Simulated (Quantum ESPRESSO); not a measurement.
## InGaHfF2O4 (input and log of a self-consistent run)

Simulated, not a measurement. The program is pw.x of Quantum ESPRESSO 7.5 (plane-wave density functional theory). The cell is made up: 9 atoms on a corundum lattice with one site empty, with randomly drawn elements, strain and displacements, not relaxed. PseudoDojo standard norm-conserving files (v0.5 for PBE, v0.4.1 for LDA and PBEsol) set the functional; there is no spin polarisation, spin-orbit coupling or dispersion term, and the masses in the input are unused placeholders.

The hafnium pseudopotential is less sure than the others, with forces about 3 percent (worst 6) and pressure in oxides about 1.5 GPa (worst 2.7) from a second method in checks, which no rerun with the same files tests.

Input:

```
&control calculation='scf', pseudo_dir='./dojo.nc.sr.pbe.v0_5.standard.upf', outdir='./o', disk_io='medium', tprnfor=.true., tstress=.true. /
&system ibrav=0, nat=9, ntyp=5, nbnd=44, ecutwfc=84.00895049, nosym=.true., tot_charge=0,
 occupations='smearing', smearing='fd', degauss=0.0018374661
/
&electrons conv_thr=7.350e-09, electron_maxstep=60, /
ATOMIC_SPECIES
F 1.0 F.upf
Ga 1.0 Ga.upf
Hf 1.0 Hf.upf
In 1.0 In.upf
O 1.0 O.upf
CELL_PARAMETERS angstrom
2.602 1.4737 4.6444
-2.6716 1.575 4.6508
0.0529 -3.0524 4.6488
ATOMIC_POSITIONS angstrom
In 0.0422 -0.1526 4.7673
Ga 0.0029 -0.0284 1.9528
Hf -0.065 -0.1181 11.8415
F -1.0757 1.4203 8.137
O -0.8548 -1.6477 8.1764
O 1.9389 0.2832 8.1787
O 0.9762 -1.6154 5.9807
F 0.8489 1.4632 5.7776
O -1.9774 -0.2121 5.905
K_POINTS automatic
5 5 5 1 1 1
```

The log is shortened where brackets say so; the opening notice, blank lines, dates and the lines on written files are dropped, and the path of the files is cut. It prints rydbergs, bohrs and kilobars, and counts compression as positive stress.

```
     Program PWSCF v.7.5
     Parallel version (MPI & OpenMP), running on       1 processor cores
     Number of MPI processes:                 1
     Threads/MPI process:                     1
     [start-up lines left out]
     bravais-lattice index     =            0
     lattice parameter (alat)  =      10.4385  a.u.
     unit-cell volume          =     756.7746 (a.u.)^3
     number of atoms/cell      =            9
     number of atomic types    =            5
     number of electrons       =        76.00
     number of Kohn-Sham states=           44
     kinetic-energy cutoff     =      84.0090  Ry
     charge density cutoff     =     336.0358  Ry
     scf convergence threshold =      7.3E-09
     mixing beta               =       0.7000
     number of iterations used =            8  plain     mixing
     Exchange-correlation= PBE
                           (   1   4   3   4   0   0   0)
     [axes and pseudopotential details left out]
   Cartesian axes
     site n.     atom                  positions (alat units)
         1        In     tau(   1) = (   0.0076396  -0.0276258   0.8630432  )
         2        Ga     tau(   2) = (   0.0005250  -0.0051414   0.3535231  )
         3        Hf     tau(   3) = (  -0.0117672  -0.0213801   2.1437137  )
         4        F      tau(   4) = (  -0.1947382   0.2571225   1.4730734  )
         5        O      tau(   5) = (  -0.1547478  -0.2982897   1.4802061  )
         6        O      tau(   6) = (   0.3510067   0.0512688   1.4806225  )
         7        O      tau(   7) = (   0.1767254  -0.2924423   1.0827098  )
         8        F      tau(   8) = (   0.1536797   0.2648889   1.0459418  )
         9        O      tau(   9) = (  -0.3579766  -0.0383973   1.0690055  )
     number of k points=    63  Fermi-Dirac smearing, width (Ry)=  0.0018
                       cart. coord. in units 2pi/alat
        k(    1) = (   0.0001449   0.0000339   0.1188432), wk =   0.0320000
        k(    2) = (  -0.0043971  -0.2414187   0.1980024), wk =   0.0320000
     [further k points left out]
     Dense  grid:    78715 G-vectors     FFT dimensions: (  64,  64,  64)
     Estimated max dynamical RAM per process >     133.40 MB
     Initial potential from superposition of free atoms
     starting charge      75.9916, renormalised to      76.0000
     Starting wfcs are   52 randomized atomic wfcs
     total cpu time spent up to now is       25.4 secs
     per-process dynamical memory:    75.4 Mb
     Self-consistent Calculation
     iteration #  1     ecut=    84.01 Ry     beta= 0.70
     Davidson diagonalization with overlap
     ethr =  1.00E-02,  avg # of iterations =  2.0
     total cpu time spent up to now is      111.7 secs
     total energy              =    -628.60363330 Ry
     estimated scf accuracy    <       2.68291849 Ry
     iteration #  2     ecut=    84.01 Ry     beta= 0.70
     Davidson diagonalization with overlap
     ethr =  3.53E-03,  avg # of iterations =  3.0
     total cpu time spent up to now is      182.8 secs
     total energy              =    -627.82100787 Ry
     estimated scf accuracy    <       9.25854627 Ry
     iteration #  3     ecut=    84.01 Ry     beta= 0.70
     Davidson diagonalization with overlap
     ethr =  3.53E-03,  avg # of iterations =  3.0
     total cpu time spent up to now is      260.7 secs
     total energy              =    -629.89300979 Ry
     estimated scf accuracy    <       0.56144252 Ry
     iteration #  4     ecut=    84.01 Ry     beta= 0.70
     Davidson diagonalization with overlap
     ethr =  7.39E-04,  avg # of iterations =  2.0
     total cpu time spent up to now is      323.2 secs
     total energy              =    -629.93439964 Ry
     estimated scf accuracy    <       0.13279274 Ry
     iteration #  5     ecut=    84.01 Ry     beta= 0.70
     Davidson diagonalization with overlap
     ethr =  1.75E-04,  avg # of iterations =  1.3
     total cpu time spent up to now is      398.3 secs
     total energy              =    -629.91619476 Ry
     estimated scf accuracy    <       0.05800943 Ry
     [iterations 6 to 8 left out]
     iteration #  9     ecut=    84.01 Ry     beta= 0.70
     Davidson diagonalization with overlap
     ethr =  2.10E-07,  avg # of iterations =  2.0
     total cpu time spent up to now is      824.4 secs
     total energy              =    -629.92833291 Ry
     estimated scf accuracy    <       0.00001939 Ry
     iteration # 10     ecut=    84.01 Ry     beta= 0.70
     Davidson diagonalization with overlap
     ethr =  2.55E-08,  avg # of iterations =  3.1
     total cpu time spent up to now is      922.2 secs
     total energy              =    -629.92833767 Ry
     estimated scf accuracy    <       0.00000110 Ry
     iteration # 11     ecut=    84.01 Ry     beta= 0.70
     Davidson diagonalization with overlap
     ethr =  1.45E-09,  avg # of iterations =  3.8
     total cpu time spent up to now is     1042.4 secs
     total energy              =    -629.92833778 Ry
     estimated scf accuracy    <       0.00000050 Ry
     iteration # 12     ecut=    84.01 Ry     beta= 0.70
     Davidson diagonalization with overlap
     ethr =  6.63E-10,  avg # of iterations =  2.0
     total cpu time spent up to now is     1151.1 secs
     total energy              =    -629.92833787 Ry
     estimated scf accuracy    <       0.00000007 Ry
     iteration # 13     ecut=    84.01 Ry     beta= 0.70
     Davidson diagonalization with overlap
     ethr =  9.49E-11,  avg # of iterations =  2.1
     total cpu time spent up to now is     1275.7 secs
     End of self-consistent calculation
     [lines on levels left out]
!    total energy              =    -629.92833788 Ry
     estimated scf accuracy    <          2.9E-09 Ry
     smearing contrib. (-TS)   =      -0.00000000 Ry
     internal energy E=F+TS    =    -629.92833788 Ry
     The total energy is F=E-TS. E is the sum of the following terms:
     one-electron contribution =    -226.46332758 Ry
     hartree contribution      =     167.34924096 Ry
     xc contribution           =    -166.68503281 Ry
     ewald contribution        =    -404.12921845 Ry
     convergence has been achieved in  13 iterations
     Forces acting on atoms (cartesian axes, Ry/au):
     atom    1 type  4   force =    -0.03832420    0.14704342    0.29226783
     atom    2 type  2   force =    -0.01394819   -0.07267651    0.03050268
     atom    3 type  3   force =     0.11745412    0.17896580    0.03999306
     atom    4 type  1   force =     0.08572648    0.00132889   -0.04052286
     atom    5 type  5   force =    -0.03486563   -0.03674035   -0.05442911
     atom    6 type  5   force =    -0.11031537   -0.27774308   -0.30739381
     atom    7 type  5   force =    -0.01204783   -0.04448022    0.01032131
     atom    8 type  1   force =    -0.00181575    0.04073208    0.02077109
     atom    9 type  5   force =     0.00813636    0.06356997    0.00848981
     Total force =     0.607592     Total SCF correction =     0.000187
     Computing stress (Cartesian axis) and pressure
          total   stress  (Ry/bohr**3)                   (kbar)     P=      142.84
   0.00104009   0.00097312   0.00036548          153.00      143.15       53.76
   0.00097312   0.00040234   0.00055928          143.15       59.19       82.27
   0.00036548   0.00055928   0.00147051           53.76       82.27      216.32
     init_run     :     24.11s CPU     25.29s WALL (       1 calls)
     electrons    :   1225.92s CPU   1250.30s WALL (       1 calls)
     forces       :     15.69s CPU     15.98s WALL (       1 calls)
     stress       :     55.64s CPU     56.11s WALL (       1 calls)
     [timing details left out]
     PWSCF        :  22m 2.05s CPU  22m29.45s WALL
     JOB DONE.
```

In other units: free energy -8570.612 eV for the cell, pressure 14.28 GPa, largest force component 7.903 eV/Å. A rerun of the same cell at another strain at a cutoff of 1437 eV and k mesh 7 x 7 x 7 moved values by no more than 0.003 eV in energy, 0.03 GPa in stress and 0.002 eV/Å in force.